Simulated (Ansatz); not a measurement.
PbO:
```xyz
4
Lattice="4.0561 0.0000 0.0000 0.0000 4.0561 0.0000 0.0000 0.0000 5.5976" Properties=species:S:1:pos:R:3 pbc="T T T"
Pb     2.0280     0.0000     1.1907
Pb     0.0000     2.0280     4.4069
O      0.0000     0.0000     0.0000
O      2.0280     2.0280     0.0000
```

Relaxed with PBE. Special points in fractions of this cell's reciprocal vectors: Γ (0.000, 0.000, 0.000); X (0.000, 0.500, 0.000); M (0.500, 0.500, 0.000); Z (0.000, 0.000, 0.500); R (0.000, 0.500, 0.500); A (0.500, 0.500, 0.500).

Task: List the band energies nearest the valence-band maximum at these points for the program Ansatz at the PBE level (PAW).

Result: In eV from the valence-band maximum; about four levels below and three above (degenerate sets whole), none deeper than 8.9 eV; points with the same levels are listed once.

```csv
k,below,above
Γ,-1.47 -1.45 -1.45 0.00,1.91 4.49 5.97 5.97
X,-2.71 -2.71 -1.31 -1.31,3.14 3.14 5.71 5.71
M,-1.58 -1.58 -0.84 -0.84,1.80 1.80 5.25 5.25
Z,-1.48 -1.46 -1.46 -0.76,1.83 4.28 4.53 4.53
R,-2.70 -2.70 -0.89 -0.89,2.88 2.88 6.44 6.44
A,-1.85 -1.85 -0.84 -0.84,3.73 3.73 3.98 3.98
```

Space group P4/nmm. The PBE relaxation kept the symmetry of its start. The volume lies over 15 % above that of the usual cell of this phase: another minimum, or an error of the functional. A crystal of weakly bound layers computed without a dispersion correction: the cell and the soft elastic constants depend strongly on that. Scalar-relativistic: spin–orbit coupling is off unless named, which matters more the heavier the elements.

Potentials: the later of the program's two PAW sets.
